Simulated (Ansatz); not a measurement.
BaTaO3 (cubic perovskite, Pm-3m) under volume change, DFT-PBEsol in the program Ansatz with PAW potentials, scaled uniformly.

```
V (Å³/atom)  E − E(relaxed) (meV/atom)  P (GPa)
-----------  -------------------------  -------
12.270                             ___      ___
12.674                            33.3    13.95
13.079                             7.9     6.40
13.483                             0.0     0.01
13.888                             ___      ___
14.292                            26.6    -9.98
14.697                            56.8   -13.85
```

### Question
Some entries are withheld; supply them.

### Answer

- 12.270, E − E(relaxed) (meV/atom): 79.5
- 12.270, P (GPa): 22.86
- 13.888, E − E(relaxed) (meV/atom): 7.0
- 13.888, P (GPa): -5.40

### Question
What does a third-order Birch–Murnaghan fit give for V₀, B₀ and B′?

### Answer
V₀ = 13.48 Å³/atom, B₀ = 195 GPa, B′ = 4.5.

The first step of the workflow began from a Materials Project structure, measured or hypothetical; the Crystallography Open Database copy checked does not list it. Its standing as an ambient phase is unchecked. The cell was relaxed with PBEsol under the symmetry of its start; its stability against distortions is not shown here. No spin polarisation was allowed. Scalar-relativistic: spin–orbit coupling is off unless named, which matters more the heavier the elements.

Potentials: the later of the program's two PAW sets.
